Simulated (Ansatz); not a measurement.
**MgMn3CoO8: Electrostatic potentials at the O nuclei**

Cell: a Materials Project structure (computed, not necessarily an observed phase).

```
Mg Mn Co O
1.0
     5.08093   -2.91362    0.00000
     5.08093    2.91362    0.00000
    -2.92590    0.00000    4.88645
Mg Mn Co O
1 3 1 8
Direct
  0.00000 0.00000 0.50000
  0.50000 0.00000 0.50000
  0.00000 0.50000 0.50000
  0.50000 0.50000 0.00000
  0.50000 0.50000 0.50000
  0.23395 0.23395 0.70452
  0.27707 0.27707 0.30154
  0.24587 0.70045 0.72034
  0.70045 0.24587 0.72034
  0.29955 0.75413 0.27966
  0.75413 0.29955 0.27966
  0.72293 0.72293 0.69846
  0.76605 0.76605 0.29548
```

Sites (sets of like atoms) are named by element and the number of their first atom in this list.

All values are calculated (Ansatz; DFT, PBE, plane waves and PAW, scalar-relativistic, collinear spin, 420 eV cutoff, Γ-centred 5×5×5 k-points, Fermi–Dirac smearing 0.02 eV), not measured. Start moments as typed (μB): 3 on each Mn, 3 on each Co, none on the rest.

The potential at a nucleus is that of all electrons and the other nuclei. A higher potential binds the core electrons more strongly, so differences between sites of one element are the initial-state part of core-level shifts.

Task: Rank the O sites by the potential at the nucleus, lowest first, and give each against the lowest.
A. atom 6: 3 Mn at 1.92–2.34 Å, 1 Mg at 2.04 Å
B. atom 8: 1 Co at 1.94 Å, 2 Mn at 1.95–1.98 Å, 1 Mg at 2.13 Å
C. atom 7: 1 Co at 1.94 Å, 2 Mn at 1.95 Å

Result: A (0.00 V), C (0.20 V), B (0.60 V).

At this cell the PBE pressure is -5 GPa, with principal stresses up to 6 GPa in size, so it isn't the equilibrium cell of PBE. The largest force is 0.4 eV/Å, so the atoms aren't at the calculated equilibrium and relaxing them would move these values. All moments are parallel here, as the start or the cell imposes; many such compounds order antiparallel, where fields and spin densities carried over to other atoms largely cancel. The magnetic order is the one that the run reached from its start moments, not necessarily the measured one.
